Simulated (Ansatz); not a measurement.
**CuAu with and without relativity**

```xyz
2
Lattice="2.9093 0.0000 0.0000 0.0000 2.9093 0.0000 0.0000 0.0000 3.5425" Properties=species:S:1:pos:R:3 pbc="T T T"
Cu    1.4546    1.4546    1.7713
Au    0.0000    0.0000    0.0000
```

The cell comes from a relaxation on PAW files under the same functional, begun from a database entry that needn't be the ground state.

All-electron LAPW in Ansatz 0.2.0 under PBE, with a Γ-centred 15×15×11 k mesh, Fermi–Dirac smearing of 0.05 eV, no spin polarisation. The basis error target is 0.5 meV/atom. The same cell is solved at each level of relativity (Schrödinger's equation, the scalar-relativistic one), and each level may then relax the cell.

The elements are taken as Au fcc, Cu fcc, each relaxed on PAW files under the same functional and computed by the same method as the compound; zero-point and thermal terms are left out. Formation energies keep the scalar-relativistic cells of compound and elements, so at the other levels neither side is at rest.

Spin–orbit coupling wasn't run.

```csv
level,P at the cell (GPa),gap (eV),ΔE(formation) at the fixed cells (eV/atom),relaxed V (Å³/atom)
scalar-relativistic,0.00,0.00,-0.052,14.99
non-relativistic,17.01,0.00,?,17.06
```

Problem. Fill in "ΔE(formation) at the fixed cells (eV/atom)" for the row "non-relativistic".

Solution. 0.147.

Problem. Does scalar relativity shrink or swell this crystal?

Solution. It shrinks it by 12.1 % in volume against the non-relativistic cell.

Problem. How do the Löwdin populations move when relativity is switched off?

Solution. Cu 4s 0.99 → 1.03, Cu 3d 9.80 → 9.86, Au 6s 1.16 → 1.03, Au 5d 9.75 → 9.83 electrons an atom. The projections hold only the shells that the free atoms fill, so charge of other character is partly counted to these shells and partly left out.
